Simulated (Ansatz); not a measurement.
**AgB₂: from a guess to a relaxed structure**

Computed with Ansatz 0.2.0, DFT PBE, scalar-relativistic, plane waves, PAW. Cutoff 420 eV, Gaussian smearing, Γ-centred meshes. Cell and atoms relax first on a coarse mesh and then on a finer one. In between, the cell is made exact in the group found at 0.06 Å. In metals the finer mesh still leaves noise of several meV/atom or more. The steps can't lower the symmetry of their start. No spin polarisation.

The guess for AgB₂ is a distorted database cell: AgB2 type (P6/mmm) distorted into a subgroup (P6mm, No. 183) (largest shift (Å) 0.71).

```xyz
3
Lattice="2.9620 0.0000 0.0000 -1.4810 2.5652 0.0000 0.0000 0.0000 3.3221" Properties=species:S:1:pos:R:3 pbc="T T T"
Ag    0.0000    0.0000    2.5941
B     0.0000    1.7101    2.0250
B     1.4810    0.8551    2.0250
```

Energies over the elements count from the elements' standard structures at the same level, with no fitted energy shifts.

Q: Describe the relaxed structure.

A: The symmetry goes from P6mm (No. 183) to P6/mmm (No. 191). The end has the AlB2 type. The volume per atom grows by 27.2 %, from 8.4 to 10.7 Å³. The shortest distance goes from 1.71 Å (B–B) to 1.74 Å (B–B). The energy falls by about 3.5 eV/atom (the start's value is from the coarse mesh). The end is written in a standard setting, so origin, axes and order of atoms can differ from the start's. Conventional cell: a = 3.021 Å, c = 4.063 Å. Around Ag lie 12 B at 2.68 Å and 6 Ag at 3.02 Å; B is surrounded by 3 B at 1.74 Å and 6 Ag at 2.68 Å.

```
CELL_PARAMETERS angstrom
3.02118 0.00000 0.00000
-1.51059 2.61642 0.00000
0.00000 0.00000 4.06277
ATOMIC_POSITIONS crystal
Ag 0.00000 0.00000 0.00000
B 0.33333 0.66667 0.50000
B 0.66667 0.33333 0.50000
```

Q: How does it come out in energy, and is it a metal?

A: The energy over the elements is +0.52 eV/atom and the gap on the 18×18×12 mesh of the 3-atom cell is 0 eV (a metal).

A positive value: parting into the elements would lower its energy.

The last run used Gaussian smearing of 0.10 eV. The cell is a metal run without spin; a magnetic state may lie lower. A structure relaxed within its symmetry needn't be a true minimum. In all, the 3 runs took 45 s on 1 thread of Arm Neoverse V2 (shared host).
